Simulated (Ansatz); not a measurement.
The elements of this relaxed trial crystal are hidden behind letters.

```
lattice vectors (Å)
   4.6696    0.0000    0.0000
   0.0000    4.6696    0.0000
   0.0000    0.0000   13.1342
fractional positions
X 0.0000 0.0000 0.5000
Z 0.0000 0.0000 0.0000
Z 0.5000 0.5000 0.2525
Z 0.5000 0.5000 0.7475
Q 0.5000 0.0000 0.3793
Q 0.0000 0.5000 0.6207
Q 0.5000 0.0000 0.8738
Q 0.0000 0.5000 0.1262
```

Level of theory: DFT PBE, scalar-relativistic, plane waves, PAW in Ansatz 0.2.0. Settings of the last relaxation (8-atom cell): 420 eV, 6×6×2 k points, Gaussian smearing of 0.02 eV, no spin polarisation.

* Space group: P-4m2 (No. 115)
* Conventional cell: a = 4.670 Å, c = 13.134 Å
* Volume per atom: 35.80 Å³
* Density: 5.06 g/cm³
* Energy over the elements: −0.566 eV/atom
* Gap on the 6×6×2 mesh of the 8-atom cell: 0.96 eV

Energies are uncorrected and count from the elements' standard states at the same level.

Question: X is an s-block element of period 3, Z is a d-block element of period 5 and Q is a p-block element of period 5. Which elements are they?

Answer: X = Mg, Z = Cd, Q = Te, so the formula is MgCd3Te4. Density times volume gives a mean mass of 5.06 × 35.80/1.6605 = 109.1 u per atom, and this set has 109.0 u. Mg is surrounded by 4 Te at 2.82 Å; Cd on a site of symmetry -4m2 is surrounded by 4 Te at 2.86 Å; Te on its first site has 2 Mg at 2.82 Å and 2 Cd at 2.87 Å; 2 more sites not described. Other sets within the hints have nearly the same mass, so mass alone doesn't settle it; this one was computed.

These runs have no spin–orbit coupling, which can matter for Te. Kohn–Sham gaps at this level usually fall short of measured ones. The missing spin–orbit coupling can work the other way here. Symmetry constrained the relaxation, so the result can be a saddle point.
